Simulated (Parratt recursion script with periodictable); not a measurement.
**Peak EUV reflectivity of a Si/Y multilayer on Si against the number of periods**

| layer, from the top | thickness (Å) | density (g/cm³) | rms roughness of its top face (Å) | δ at 13.5 nm | β at 13.5 nm |
|---|---|---|---|---|---|
| Si (in each period) | 46 | 2.313 | 3 | 9.927 × 10⁻⁴ | 0.001813 |
| Y (in each period) | 24.7 | 4.371 | 3 | 0.02576 | 0.002238 |
| Si (substrate) | – | 2.313 | 3 | 9.927 × 10⁻⁴ | 0.001813 |

The refractive index is n = 1 − δ + iβ; the runs take δ and β at each wavelength of the scan. Vacuum lies above.

Densities are inputs, not measurements. They were set from computed cells of the Materials Project: Si from entry mp-149 (Fd-3m, 2.313 g/cm³); Y from entry mp-112 (P6₃/mmc, 4.371 g/cm³). A layer's crystal structure does not enter its constants, only its composition and density.

Model: EUV and soft X-ray reflectivity, Parratt recursion, Névot-Croce roughness, Henke tables. Program: Parratt recursion script with periodictable 1.7.1.

Light falls at α = 10° from the surface normal. It is s-polarised. The wavelength is scanned from 12.42 to 14.58 nm in 161 evenly spaced points, without smoothing. The peak is the highest scan point; its wavelength and height come from a parabola through R at that point and its two neighbours.

The runs differ in the number of periods N alone.

| N | peak λ (nm) | peak R (%) |
|---|---|---|
| 15 | 13.753 | ? |
| 50 | 13.769 | 40.1 |
| 120 | 13.772 | 54.7 |

**Question.** Estimate the peak reflectivity for N = 15, trying the form R = R∞ tanh²(aN).

**Answer.** Take R∞ from the largest stack, 54.7 % at N = 120. For the shown row under 97 % of it, y = artanh[(R/R∞)^½] is 1.279 at N = 50, so a = 0.0256. This form gives tanh²y = 0.991 at N = 120, in keeping with the choice of R∞. At N = 15, y = 0.384 and R = 54.7 × tanh²y = 7.3 %.

The run gave 8.3 %, so the form misses by 1.0 points.
